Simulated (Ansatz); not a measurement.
Zr2InN:
```
CELL_PARAMETERS angstrom
      3.26133     0.00000     0.00000
     -1.63067     2.82440     0.00000
      0.00000     0.00000    14.79591
ATOMIC_POSITIONS crystal
  Zr 0.66667 0.33333 0.91622
  Zr 0.33333 0.66667 0.08378
  Zr 0.33333 0.66667 0.41622
  Zr 0.66667 0.33333 0.58378
  In 0.66667 0.33333 0.25000
  In 0.33333 0.66667 0.75000
  N  0.00000 0.00000 0.00000
  N  0.00000 0.00000 0.50000
```

Relaxed with PBEsol. Special points in fractions of this cell's reciprocal vectors: Γ (0.000, 0.000, 0.000); M (0.500, 0.000, 0.000); K (0.333, 0.333, 0.000); A (0.000, 0.000, 0.500); L (0.500, 0.000, 0.500); H (0.333, 0.333, 0.500).

List the band energies nearest the Fermi level at these points for PBEsol (plane waves, PAW; program Ansatz).

In eV from the Fermi level; about four levels below and three above (degenerate sets whole), none deeper than 8.9 eV; points with the same levels are listed once.

```
k                          below                above
-  -----------------------------  -------------------
Γ        -3.27 -2.23 -0.67 -0.06  0.40 0.40 0.41 0.41
M        -2.44 -2.31 -1.30 -1.16       1.47 1.65 1.83
K  -1.40 -1.40 -1.31 -1.31 -0.64       0.59 0.71 0.71
A        -2.80 -2.80 -0.29 -0.29  0.40 0.40 0.40 0.40
L        -2.36 -2.36 -1.23 -1.23  1.50 1.50 2.18 2.18
H        -1.08 -1.08 -0.09 -0.09  0.53 0.53 1.71 1.71
```

Space group P6_3/mmc. The workflow started from a Materials Project entry (that database holds measured and hypothetical structures alike); the Crystallography Open Database copy checked does not list it. Its standing as an ambient phase is unchecked. The PBEsol relaxation kept the symmetry of its start; of distortions, only those at the zone centre were tested. The run is not spin-polarised. Scalar-relativistic: spin–orbit coupling is off unless named, which matters more the heavier the elements.

Potentials: the later of the program's two PAW sets.
